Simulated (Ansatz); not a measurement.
**ZrCl5 (P-43m) at 2 levels of theory**

One geometry, relaxed with PBE; plane waves with PAW potentials in Ansatz, scalar-relativistic. Collinear spin; the first row ends at 1.0 μB a primitive cell. Gaps are the least over mesh and band path; pressure is positive in compression.

```
Zr Cl
1.0
     6.82369    0.00000    0.00000
     0.00000    6.82369    0.00000
     0.00000    0.00000    6.82369
Zr Cl
1 5
Cartesian
  0.0000 0.0000 0.0000
  5.4780 5.4780 5.4780
  1.3457 1.3457 5.4780
  1.3457 5.4780 1.3457
  5.4780 1.3457 1.3457
  3.4118 3.4118 3.4118
```

| level | cutoff (eV) | k mesh | gap (eV) | pressure (GPa) | largest moment (μB) |
| --- | --- | --- | --- | --- | --- |
| PBE | 420 | 6×6×6 | 0 | 0.0 | 0.89 |

Task: What comes out on the same cell with PBEsol?

Result:
| level | cutoff (eV) | k mesh | gap (eV) | pressure (GPa) | largest moment (μB) |
| --- | --- | --- | --- | --- | --- |
| PBEsol | 420 | 6×6×6 | 0 | -0.5 | 0.89 |

The cell holds layers, chains or molecules and no dispersion correction was added, so their binding is poorly described.

The structure comes from a generated guess; another structure or a mixture of phases may lie lower.
